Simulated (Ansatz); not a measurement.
Here is an unrelaxed guess for InSb5.

```
In Sb
1.0
     3.53250    0.00000    0.00000
     0.00000    3.53250    0.00000
     0.00000    0.00000   14.96354
In Sb
1 5
Cartesian
  1.7662 1.7662 0.0000
  1.7662 1.7662 5.0050
  1.7662 1.7662 9.9585
  0.0000 0.0000 2.6334
  0.0000 0.0000 12.3302
  0.0000 0.0000 7.4818
```

All numbers below come from DFT PBE, scalar-relativistic, plane waves, PAW (Ansatz 0.2.0). Cutoff 420 eV; k points 6×6×1 on the computed 6-atom cell (Γ-centred); Gaussian smearing, width 0.10 eV; no spin polarisation.

Formation energies are uncorrected and refer to the elements' standard structures at the same level.

Task: What does a single point on this coarse mesh give?

Result: The pressure is -5.5 GPa (the mean over three directions, positive in compression), the largest force is 0.09 eV/Å, and the energy is +0.28 eV/atom against the elements. The shortest distance is 3.44 Å.

Task: Is it a good guess?

Result: A fair one: relaxing gains under 0.1 eV/atom (the start's value is from the coarse mesh, so the gain is rough) in 28 ionic steps and ends at +0.24 eV/atom on the finer mesh. The symmetry stays P4/mmm (No. 123). The volume per atom shrinks by 9.2 %, from 31.1 to 28.3 Å³. The shortest distance goes from 3.44 Å (Sb–Sb) to 3.16 Å (In–In and Sb–Sb). The ratio c/a of the conventional cell changes by a factor of 1.27. Conventional cell: a = 3.162 Å, c = 16.966 Å. In has 4 In at 3.16 Å and 8 Sb at 3.58 Å; Sb on a site of symmetry 4mm is surrounded by 4 Sb at 3.16 Å, 4 Sb at 3.49 Å and 4 Sb at 3.75 Å; Sb on a second site of symmetry 4mm has 4 Sb at 3.16 Å, 4 In at 3.58 Å and 4 Sb at 3.75 Å; 1 more site not described.

The last run used a 12×12×4 mesh (in the run's order of axes) for its 6-atom cell and Gaussian smearing of 0.10 eV. Weakly bound directions are ill-defined at this level, which has no dispersion term. These runs have no spin–orbit coupling, which can matter for Sb. The relaxation can't lower the symmetry of the start, and the grade says only how near the guess is to its own end. Symmetry constrained the relaxation, so the result can be a saddle point.
